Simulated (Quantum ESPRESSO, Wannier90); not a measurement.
Wannier functions of CdO (rock salt)

Materials Project entry mp-1132; symmetrised, unrelaxed at this level. COD (Crystallography Open Database) has an entry of this formula and space group (matched by these alone). Computed values, not measurements, from PBEsol: Quantum ESPRESSO (norm-conserving PseudoDojo potentials, cutoff 82 Ry, no spin polarisation, no spin-orbit coupling) on a Γ-centred 12×12×12 mesh, then Wannier90. Density: 12×12×12 mesh, Gaussian smearing 0.01 Ry.

On the energy scale of pw.x, whose zero is arbitrary, the Fermi level lies at 12.52 eV.

Input w.win:

```
num_bands = 3
num_wann = 3
exclude_bands = 1,5-26
num_iter = 1000
conv_tol = 1.0e-6
conv_window = 4
write_hr = true
write_u_matrices = true
auto_projections = true
begin unit_cell_cart
ang
    0.0000000000    2.3609950000    2.3609950000
    2.3609950000    0.0000000000    2.3609950000
    2.3609950000    2.3609950000    0.0000000000
end unit_cell_cart
begin atoms_frac
Cd   0.0000000000  0.0000000000  0.0000000000
O    0.5000000000  0.5000000000  0.5000000000
end atoms_frac
mp_grid = 12 12 12
begin kpoints
0.0000000000 0.0000000000 0.0000000000
0.0000000000 0.0000000000 0.0833333333
0.0000000000 0.0000000000 0.1666666667
... (1725 more lines: the 12x12x12 mesh through Gamma)
end kpoints
```

Input of pw2wannier90.x that gives the overlap and projection files (equivalent; here they were cut from one run over all bands):

```
&inputpp
  outdir = './out'
  prefix = 'pwscf'
  seedname = 'w'
  write_amn = .true.
  write_mmn = .true.
  atom_proj = .true.
  atom_proj_exclude = 1 5 6 7 8 9 10 11 12 13 14
/
```

Output w.wout (banner and timings cut):

```
                                    ------
                                    SYSTEM
                                    ------

                              Lattice Vectors (Ang)
                    a_1     0.000000   2.360995   2.360995
                    a_2     2.360995   0.000000   2.360995
                    a_3     2.360995   2.360995   0.000000

                   Unit Cell Volume:      26.32178  (Ang^3)

                        Reciprocal-Space Vectors (Ang^-1)
                    b_1    -1.330622   1.330622   1.330622
                    b_2     1.330622  -1.330622   1.330622
                    b_3     1.330622   1.330622  -1.330622

 *----------------------------------------------------------------------------*
 |   Site       Fractional Coordinate          Cartesian Coordinate (Ang)     |
 +----------------------------------------------------------------------------+
 | cd   1   0.00000   0.00000   0.00000   |    0.00000   0.00000   0.00000    |
 | o    1   0.50000   0.50000   0.50000   |    2.36099   2.36099   2.36099    |
 *----------------------------------------------------------------------------*
                                ------------
                                K-POINT GRID
                                ------------

             Grid size = 12 x 12 x 12      Total points = 1728

 *---------------------------------- MAIN ------------------------------------*
 |  Number of Wannier Functions               :                 3             |
 |  Number of Objective Wannier Functions     :                 3             |
 |  Number of input Bloch states              :                 3             |
 |  Output verbosity (1=low, 5=high)          :                 1             |
 |  Timing Level (1=low, 5=high)              :                 1             |
 |  Optimisation (0=memory, 3=speed)          :                 3             |
 |  Length Unit                               :               Ang             |
 |  Post-processing setup (write *.nnkp)      :                 F             |
 |  Using Gamma-only branch of algorithms     :                 F             |
 *----------------------------------------------------------------------------*
 *------------------------------- WANNIERISE ---------------------------------*
 |  Total number of iterations                :              1000             |
 |  Number of CG steps before reset           :                 5             |
 |  Trial step length for line search         :             2.000             |
 |  Convergence tolerence                     :         0.100E-05             |
 |  Convergence window                        :                 4             |
 |  Iterations between writing output         :                 1             |
 |  Iterations between backing up to disk     :               100             |
 |  Write r^2_nm to file                      :                 F             |
 |  Write xyz WF centres to file              :                 F             |
 |  Write on-site energies <0n|H|0n> to file  :                 F             |
 |  Use guiding centre to control phases      :                 F             |
 |  Use phases for initial projections        :                 F             |
 *----------------------------------------------------------------------------*
 *-------------------------------- PLOTTING ----------------------------------*
 |  Plotting Hamiltonian in WF basis          :                 T             |
 *----------------------------------------------------------------------------*

 *---------------------------------- K-MESH ----------------------------------*
 +----------------------------------------------------------------------------+
 |                    Distance to Nearest-Neighbour Shells                    |
 |                    ------------------------------------                    |
 |          Shell             Distance (Ang^-1)          Multiplicity         |
 |          -----             -----------------          ------------         |
 |             1                   0.192059                      8            |
 |             2                   0.221770                      6            |
 |             3                   0.313631                     12            |
 |             4                   0.367765                     24            |
 |             5                   0.384118                      8            |
 |             6                   0.443541                      6            |
 |             7                   0.483337                     24            |
 |             8                   0.495894                     24            |
       ... (lines left out)
 +----------------------------------------------------------------------------+
 | The b-vectors are chosen automatically                                     |
 | The following shells are used:                       1                     |
 +----------------------------------------------------------------------------+
 |                        Shell   # Nearest-Neighbours                        |
 |                        -----   --------------------                        |
 |                          1               8                                 |
 +----------------------------------------------------------------------------+
 | Completeness relation is fully satisfied [Eq. (B1), PRB 56, 12847 (1997)]  |
 +----------------------------------------------------------------------------+
 |                  b_k Vectors (Ang^-1) and Weights (Ang^2)                  |
 |                  ----------------------------------------                  |
 |            No.         b_k(x)      b_k(y)      b_k(z)        w_b           |
 |            ---        --------------------------------     --------        |
 |             1         0.110885    0.110885   -0.110885    10.166299        |
 |             2         0.110885   -0.110885    0.110885    10.166299        |
 |             3        -0.110885    0.110885    0.110885    10.166299        |
 |             4         0.110885    0.110885    0.110885    10.166299        |
 |             5        -0.110885   -0.110885    0.110885    10.166299        |
 |             6        -0.110885    0.110885   -0.110885    10.166299        |
 |             7         0.110885   -0.110885   -0.110885    10.166299        |
 |             8        -0.110885   -0.110885   -0.110885    10.166299        |
 +----------------------------------------------------------------------------+
 |                           b_k Directions (Ang^-1)                          |
 |                           -----------------------                          |
 |            No.           x           y           z                         |
 |            ---        --------------------------------                     |
 |             1         0.110885    0.110885   -0.110885                     |
 |             2         0.110885   -0.110885    0.110885                     |
 |             3        -0.110885    0.110885    0.110885                     |
 |             4         0.110885    0.110885    0.110885                     |
 +----------------------------------------------------------------------------+

 Starting a new Wannier90 calculation ...

 Reading overlaps from w.mmn

 Reading projections from w.amn

 *------------------------------- WANNIERISE ---------------------------------*
 +--------------------------------------------------------------------+<-- CONV
 | Iter  Delta Spread     RMS Gradient      Spread (Ang^2)            |<-- CONV
 +--------------------------------------------------------------------+<-- CONV

 ------------------------------------------------------------------------------
 Initial State
  WF centre and spread    1  (  0.000000, -0.000000, -0.000000 )     0.29618136
  WF centre and spread    2  (  0.000000,  0.000000,  0.000000 )     0.29618136
  WF centre and spread    3  (  0.000000, -0.000000, -0.000000 )     0.29618136
  Sum of centres and spreads (  0.000000, -0.000000, -0.000000 )     0.88854408

      0     0.889E+00     0.0000000000        0.8885440764  <-- CONV
        O_D=      0.0000000 O_OD=      0.0002591 O_TOT=      0.8885441 <-- SPRD
 ------------------------------------------------------------------------------
      1    -0.133E-14     0.0000004732        0.8885440764  <-- CONV
        O_D=      0.0000000 O_OD=      0.0002591 O_TOT=      0.8885441 <-- SPRD
      2    -0.278E-14     0.0000004727        0.8885440764  <-- CONV
        O_D=      0.0000000 O_OD=      0.0002591 O_TOT=      0.8885441 <-- SPRD
      3    -0.400E-14     0.0000004715        0.8885440764  <-- CONV
        O_D=      0.0000000 O_OD=      0.0002591 O_TOT=      0.8885441 <-- SPRD
      4    -0.544E-14     0.0000004698        0.8885440764  <-- CONV
        O_D=      0.0000000 O_OD=      0.0002591 O_TOT=      0.8885441 <-- SPRD
             <<<     Delta < 1.000E-06  over  4 iterations     >>>
             <<< Wannierisation convergence criteria satisfied >>>
 Final State
  WF centre and spread    1  (  0.000000, -0.000000, -0.000000 )     0.29618136
  WF centre and spread    2  (  0.000000,  0.000000,  0.000000 )     0.29618136
  WF centre and spread    3  (  0.000000, -0.000000, -0.000000 )     0.29618136
  Sum of centres and spreads (  0.000000, -0.000000, -0.000000 )     0.88854408

         Spreads (Ang^2)       Omega I      =     0.888284956
        ================       Omega D      =     0.000000000
                               Omega OD     =     0.000259121
    Final Spread (Ang^2)       Omega Total  =     0.888544076
```
